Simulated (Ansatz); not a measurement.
# Ansatz 0.2.0, relaxation: La3Ni2B2N3

Run with:

```bash
ansatz run input.yaml --threads 2 --pin off --max-ram 4096MiB --backend cpu --events-out ev --progress --plain --runs-dir out
```

input.yaml:

```yaml
crystal:
  lattice:
    - [-1.85656435, 1.85656435, 10.28825338]
    - [1.85656435, -1.85656435, 10.28825338]
    - [1.85656435, 1.85656435, -10.28825338]
  atoms:
    - { symbol: Ni, position: [0.25, 0.75, 0.5] }
    - { symbol: Ni, position: [0.75, 0.25, 0.5] }
    - { symbol: La, position: [0.628, 0.628, 0.0] }
    - { symbol: La, position: [0.372, 0.372, 0.0] }
    - { symbol: "N", position: [0.133, 0.133, 0.0] }
    - { symbol: "N", position: [0.867, 0.867, 0.0] }
    - { symbol: "N", position: [0.5, 0.5, 0.0] }
    - { symbol: La, position: [0.0, 0.0, 0.0] }
    - { symbol: B, position: [0.221, 0.221, 0.0] }
    - { symbol: B, position: [0.779, 0.779, 0.0] }
  symmetry: { detect: false, time_reversal: true }
kpoints:
  mp_grid: { grid: [7, 7, 7], shift: [0, 0, 0] }
magnetization:
  spin_polarized: true
scf:
  occupations: { method: fermi_dirac, width: 0.1418 }
  lower_state_search: "off"
hamiltonian:
  pseudopotentials: { kind: paw }
  xc: pbesol
basis:
  ecutwfc: 420
  fft_grid_basis: typed
relax:
  max_steps: 60
  cell: { p_target: 0.0 }
output:
  forces: true
  stress: true
  eigenvalues: true
  bader: false
  populations: true
  elf: true
  write_potential: true
  volumetric_format: npy
  dos:
    e_range: [-12, 8]
    de: 0.05
    projected: { site_lists: { B: [B], La: [La], "N": ["N"], Ni: [Ni] } }
  write_density: true
checkpoint:
  read: saved_state
```

Origin of the cell: a database entry, scaled a little.

The saved state is a converged single point of the same cell.

The program first moved the atoms by about 0.01 Å at random, to leave a saddle point that the symmetry would hold.

Steps («new basis» is an SCF on plane waves selected anew at the same cell):

| step | ΔF (meV/atom) | max force component (eV/Å) | P (GPa) | volume (Å³) | SCF iterations | step was |
| --- | --- | --- | --- | --- | --- | --- |
| 1 | 0.0 | 4.162 | -2.05 | 141.85 | 11 | accepted |
| 2 | -98.1 | 3.939 | 5.23 | 133.61 | 14 | accepted |
| 3 | -215.7 | 1.614 | 6.37 | 133.44 | 14 | accepted |
| 4 | -237.2 | 0.201 | 0.54 | 136.95 | 12 | accepted |
| 5 | -241.4 | 0.103 | -0.96 | 138.03 | 11 | accepted |
| 6 | -241.9 | 0.010 | 0.07 | 137.08 | 8 | accepted |
| 7 | -241.9 | 0.001 | 0.01 | 137.13 | 9 | accepted |
| 8 | -241.4 | 0.002 | -0.07 | 137.13 | 10 | new basis |
| 9 | -241.4 | 0.001 | 0.00 | 137.08 | 6 | accepted |
| 10 | -241.4 | 0.001 | 0.00 | 137.08 | 8 | new basis |

Step 1, with forces in eV/Å:

```xyz
10
Lattice="-1.857 1.857 10.288 1.857 -1.857 10.288 1.857 1.857 -10.288" Properties=species:S:1:pos:R:3:forces:R:3 pbc="T T T" step=1
Ni    1.857   -0.010    5.142   -0.082    0.180    0.065
Ni    0.002    1.865    5.148    0.078   -0.143    0.001
La   -0.004    0.008   12.926    0.015   -0.035    0.615
La    0.001    0.007    7.662   -0.020    0.002   -0.669
N     0.006    0.004    2.744   -0.047    0.008    0.757
N    -0.001    0.010   17.838    0.018   -0.028   -0.788
N    -0.009    0.000   10.283    0.009    0.016    0.019
La   -0.007    0.007    0.000    0.026   -0.003    0.016
B    -0.006   -0.001    4.555    0.136    0.130   -4.162
B     0.009    0.002   16.033   -0.132   -0.128    4.145
```

Step 2, with forces in eV/Å:

```xyz
10
Lattice="-1.845 1.848 9.793 1.849 -1.846 9.793 1.845 1.846 -9.792" Properties=species:S:1:pos:R:3:forces:R:3 pbc="T T T" step=2
Ni    1.849   -0.005    4.897   -0.062    0.137    0.024
Ni    0.002    1.856    4.901    0.053   -0.110   -0.018
La   -0.001    0.004   12.408    0.015   -0.006   -0.995
La   -0.001    0.007    7.178    0.012    0.007    1.066
N     0.002    0.004    2.480   -0.029   -0.003    2.294
N     0.002    0.010   17.111    0.015   -0.022   -2.318
N    -0.003    0.005    9.789    0.004    0.004    0.031
La   -0.002    0.007    0.004   -0.002   -0.011   -0.045
B    -0.004    0.001    4.199    0.096    0.095   -3.939
B     0.009    0.006   15.398   -0.102   -0.091    3.898
```

Step 3, with forces in eV/Å:

```xyz
10
Lattice="-1.868 1.870 9.534 1.873 -1.870 9.535 1.868 1.870 -9.534" Properties=species:S:1:pos:R:3:forces:R:3 pbc="T T T" step=3
Ni    1.871   -0.002    4.769   -0.009    0.061    0.013
Ni    0.002    1.878    4.771    0.002   -0.051   -0.010
La    0.000    0.000   12.049    0.010    0.019   -0.173
La    0.000    0.006    7.024    0.013   -0.005    0.184
N    -0.001    0.004    2.506   -0.004   -0.001   -1.410
N     0.004    0.005   16.566   -0.004   -0.007    1.614
N    -0.002    0.004    9.536    0.006    0.003    0.002
La    0.000    0.006    0.002   -0.009   -0.013    0.000
B    -0.001    0.004    3.908    0.016    0.009    0.342
B     0.005    0.002   15.171   -0.022   -0.015   -0.563
```

Step 4, with forces in eV/Å:

```xyz
10
Lattice="-1.876 1.876 9.729 1.876 -1.876 9.729 1.876 1.876 -9.729" Properties=species:S:1:pos:R:3:forces:R:3 pbc="T T T" step=4
Ni    1.875    0.002    4.867    0.000    0.010    0.000
Ni   -0.001    1.880    4.867   -0.001   -0.009    0.000
La   -0.002    0.003   12.277    0.005    0.002   -0.062
La   -0.001    0.003    7.186    0.004    0.000    0.060
N    -0.001    0.004    2.502    0.001   -0.001   -0.142
N    -0.001    0.003   16.961    0.000    0.002    0.145
N     0.000    0.004    9.731   -0.001    0.000    0.000
La    0.001    0.004    0.002   -0.008   -0.003    0.002
B    -0.002    0.004    3.942    0.001    0.001   -0.201
B    -0.001    0.003   15.520   -0.002   -0.002    0.196
```

Step 5, with forces in eV/Å:

```xyz
10
Lattice="-1.862 1.861 9.942 1.864 -1.865 9.943 1.862 1.865 -9.943" Properties=species:S:1:pos:R:3:forces:R:3 pbc="T T T" step=5
Ni    1.862    0.003    4.974    0.001   -0.003   -0.002
Ni   -0.001    1.866    4.973    0.001    0.002    0.001
La    0.001    0.000   12.521   -0.003    0.005    0.083
La   -0.001    0.003    7.369    0.003   -0.005   -0.083
N     0.000    0.002    2.527   -0.001    0.000   -0.102
N     0.000    0.001   17.363   -0.001    0.000    0.103
N     0.000    0.002    9.945    0.001    0.000    0.000
La   -0.001    0.004    0.002   -0.001   -0.001    0.000
B     0.000    0.003    3.968   -0.001   -0.002    0.087
B     0.000    0.001   15.922    0.000    0.003   -0.086
```

Step 10, with forces in eV/Å:

```xyz
10
Lattice="-1.858 1.858 9.928 1.858 -1.858 9.928 1.858 1.858 -9.928" Properties=species:S:1:pos:R:3:forces:R:3 pbc="T T T" step=10
Ni    1.857    0.004    4.967    0.000    0.000    0.000
Ni   -0.001    1.862    4.967    0.000    0.000    0.000
La   -0.001    0.004   12.510    0.000    0.000    0.000
La   -0.001    0.004    7.351    0.000    0.000    0.000
N    -0.001    0.004    2.521    0.000    0.000    0.000
N    -0.001    0.004   17.340    0.000    0.000    0.000
N    -0.001    0.004    9.931    0.000    0.000    0.000
La   -0.001    0.004    0.002    0.000    0.000    0.000
B    -0.001    0.004    3.965    0.000    0.000    0.001
B    -0.001    0.004   15.897    0.000    0.000   -0.001
```

| Quantity | Value |
| --- | --- |
| Free energy lowered by | 241.4 meV/atom |
| Volume change | -3.36 % |
| Final pressure | 0.00 GPa |
| Relaxation steps listed | 10 |
| Formation energy (elements under the same functional, gases as molecules, uncorrected) | -1.105 eV/atom |

Caveats: no moments, though an odd count or open d shells may carry them; no spin-orbit coupling, though heavy elements are present; spin is on but no moment was typed; the database entry stands far from equilibrium and may be faulty; the displaced walk ended near the symmetry of the start; the k mesh is coarse if the cell is a metal; the program displaced the start to leave a saddle point.

The run took 2900 s of wall time on 2 CPU thread(s) of a shared host, from a saved density.
